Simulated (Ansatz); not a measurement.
Relaxed Sn (diamond):

```
Sn
1.0
    0.00000     3.32763     3.32763
    3.32763     0.00000     3.32763
    3.32763     3.32763     0.00000
Sn
2
Cartesian
  3.32763   3.32763   3.32763
  4.99144   4.99144   4.99144
```

In this cell atom 2 (Sn, nearest neighbour Sn at 2.882 Å; its periodic images, 4.7 Å or more away, move with it) is moved by s towards the nearest neighbour, unit vector (-0.577, 0.577, 0.577); all other atoms and the cell stay fixed.

The numbers are results of PBE (plane waves to 420 eV, PAW, scalar-relativistic; Ansatz, a quantum-chemistry and plane-wave program), not measurements. k mesh 10×10×10 (Γ-centred), Fermi-Dirac smearing 0.05 eV. E stands for the smeared free energy. Left out: 1 of 11 points, with atoms too close for the PAW data. With partly filled bands, energies and forces of such displacements shift with the k mesh and the smearing. Sn was relaxed with its symmetry unable to fall. The relaxed volume of Sn is well above the measured one; the method has no dispersion term. ΔE is measured from the undisplaced structure.

Successive frames, forces in eV/Å:

| frame | ΔE (meV/cell) | F on Sn1 | F on Sn2 |
|---|---|---|---|
| s = 0.344 Å | 535 | (-2.088, 2.088, 2.088) | (2.088, -2.088, -2.088) |
| s = 0.172 Å | 113 | (-0.828, 0.828, 0.828) | (0.828, -0.828, -0.828) |
| s = 0.000 Å | 0 | (0.000, 0.000, 0.000) | (0.000, 0.000, 0.000) |
| s = -0.172 Å | 82 | (0.520, -0.520, -0.520) | (-0.520, 0.520, 0.520) |

### Question
What are the energy and the forces in the next frame, s = -0.344 Å?

### Answer
ΔE (meV/cell) = 285.

```
atom      Fx      Fy      Fz
----  ------  ------  ------
Sn1    0.798  -0.798  -0.798
Sn2   -0.798   0.798   0.798
```

(For displaced atoms, the force is minus the slope of the energy, and its curvature is a force constant, which sets phonon frequencies.)
